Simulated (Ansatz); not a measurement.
Values for one crystal, relaxed and computed with the program Ansatz at the r²SCAN level (PAW); other levels are named.

| Quantity | Result |
|---|---|
| Volume per atom | 14.41 Å³ |
| Electronic character | metallic (no gap) |
| Formation energy from the elements (no fitted shifts) | -0.99 eV/atom |
| Mechanical stability | stable (all eigenvalues of C positive) |
| Zone-centre stability | no imaginary mode at Γ |
| Density of states at the Fermi level | 0.31 states/eV per atom (mean over ±0.08 eV) |
| Pressure derivative B′ | 4.6 |

### Question
Which compound is it?
A. LaZn, CsCl type
B. AlPt, CsCl type
C. Al2Au, fluorite or antifluorite type
D. GdAl3, P6_3/mmc (Gd on 2c, Al on 6h)

### Answer
B, AlPt, CsCl type

Space group Pm-3m (CsCl type). The first step of the workflow began from a Materials Project structure, measured or hypothetical; the Crystallography Open Database copy checked does not list it. With Al and Pt taken as one species the cell has the higher symmetry Im-3m, so it may be an ordered model of a mixed-site phase. Whether it is the stable phase at ambient conditions was not checked. The r²SCAN relaxation kept the symmetry of its start. The run is not spin-polarised. The references are the lowest solids computed at this level, not always the standard phases. Spin–orbit coupling is left out wherever it is not named.

Potentials: the later of the program's two PAW sets.
